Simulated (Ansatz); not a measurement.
Space group Pm-3m (No. 221). a = 6.003 Å, b = 6.003 Å, c = 6.003 Å, α = 90.00°, β = 90.00°, γ = 90.00°
```csv
atom,site,symmetry,x,y,z
Cs,1a,m-3m,0.0000,0.0000,0.0000
Pb,1b,m-3m,0.5000,0.5000,0.5000
Br,3c,4/mm.m,0.0000,0.5000,0.5000
```

Equation of state of this CsPbBr3 structure (not necessarily the ground state), with shape and atoms relaxed at each volume where symmetry leaves them free. Method: Ansatz, DFT PBE, scalar-relativistic, plane waves, PAW.

Settings: cutoff 420 eV, Γ-centred mesh 6×6×6 on the computed 5-atom cell, Gaussian smearing of 0.02 eV; no spin polarisation.

```tsv
V (Å³/atom)	E − E(largest V) (meV/atom)	P (GPa)	gap on mesh (eV)
38.068	25.12	3.20	1.25
39.365	3.43	2.18	1.41
40.663	-10.69	1.33	1.55
41.961	-18.45	0.61	1.67
43.259	-20.84	0.00	1.78
44.557	-18.72	-0.51	1.88
45.854	-12.79	-0.94	1.96
47.585	0.00	-1.41	2.05
```

Q: Fit a third-order Birch–Murnaghan equation to E(V).

A: V0 = 43.26 Å³/atom, B0 = 19 GPa, B0' = 4.7.

Spin-orbit coupling is left out, which matters for the bands of heavy elements.

Symmetry holds off the tilts and polar distortions that many cubic perovskites undergo.